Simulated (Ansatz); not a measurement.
One crystal and one scan (scan of one atom of the cell) at two levels, PBE (plane waves to 420 eV, PAW, scalar-relativistic; Ansatz, an electronic-structure program) and r2SCAN (plane waves to 500 eV, PAW, scalar-relativistic; Ansatz), each from its own relaxed cell and on its own mesh. The cell shown is that of PBE.

Relaxed KI (rock salt):

```
CELL_PARAMETERS angstrom
      0.00000     3.59063     3.59063
      3.59063     0.00000     3.59063
      3.59063     3.59063     0.00000
ATOMIC_POSITIONS crystal
  I  0.00000 0.00000 0.00000
  K  0.50000 0.50000 0.50000
```

In this cell atom 2 (K, nearest neighbour I at 3.591 Å; its periodic images, 5.1 Å or more away, move with it) is moved by s along Cartesian x, unit vector (1.000, 0.000, 0.000); all other atoms and the cell stay fixed.

E stands for the smeared free energy. KI was relaxed with its symmetry unable to fall. Spin-orbit coupling is left out, though I is heavy. Percentages come from the unrounded values.

Results of PBE:

* **Lattice constant a (Å)**: 7.181
* **Force constant k = d²E/ds² at s = 0 (finite differences) (eV/Å²)**: 0.85
* **Zone-centre optical wavenumber from k (transverse: no LO-TO term) (cm⁻¹)**: 88
* **Shape of the curve**: a single well with its minimum at or next to zero displacement

Problem. What does r2SCAN give for the same quantities?

Solution. 
```csv
quantity,r2SCAN,PBE − r2SCAN
Lattice constant a (Å),7.092,+0.089 (+1.3 %)
Force constant k = d²E/ds² at s = 0 (finite differences) (eV/Å²),1.12,-0.27 (-24 %)
Zone-centre optical wavenumber from k (transverse: no LO-TO term) (cm⁻¹),101,-13 (-13 %)
```

PBE gives the higher value for: lattice constant a. PBE gives the lower value for: force constant k = d²E/ds² at s = 0; zone-centre optical wavenumber from k. Both give the same shape of the curve: a single well with its minimum at or next to zero displacement.

(For displaced atoms, the force is minus the slope of the energy, and its curvature is a force constant, which sets phonon frequencies.)
